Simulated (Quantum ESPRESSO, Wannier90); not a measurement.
# Wannier functions of GaSb (zinc blende)

```
begin unit_cell_cart
ang
    0.0000000000    3.0686050000    3.0686050000
    3.0686050000    0.0000000000    3.0686050000
    3.0686050000    3.0686050000    0.0000000000
end unit_cell_cart
begin atoms_frac
Ga   0.0000000000  0.0000000000  0.0000000000
Sb   0.2500000000  0.2500000000  0.2500000000
end atoms_frac
```

Materials Project entry mp-1156; symmetrised, unrelaxed at this level. COD (Crystallography Open Database) has an entry of this formula and space group (matched by these alone). Method: PBEsol plane waves in Quantum ESPRESSO 7.5 (PseudoDojo norm-conserving files, 64 Ry, spinors with spin-orbit coupling), Bloch states on a 6×6×6 mesh through Γ, Wannier90 4.0.1. Density: 10×10×10 mesh, cold smearing 0.01 Ry. With spin-orbit coupling a semilocal functional can close or falsely invert a small gap; the band order was not checked against a better method.

Bands 21-22 form an isolated set from -11.62 to -9.16 eV relative to the Fermi level (on the path) and are turned into 2 Wannier functions by minimising the spread from the start: atomic waves Sb 5s.

Centres (Cartesian, Å; one of the equivalent choices) and spreads:

```tsv
n	x	y	z	spread (Å²)	nearest atom
1	1.534	1.534	1.534	2.826	Sb2
2	1.534	1.534	1.534	2.826	Sb2
```

Ω_I = 5.51 Å², Ω_total = 5.65 Å²; the interpolated bands follow pw.x to 6.1 meV rms on the path. Only this start was tried; a symmetric start can stop on a saddle, and mixtures of these functions could lower the total by at most Ω_total − Ω_I.
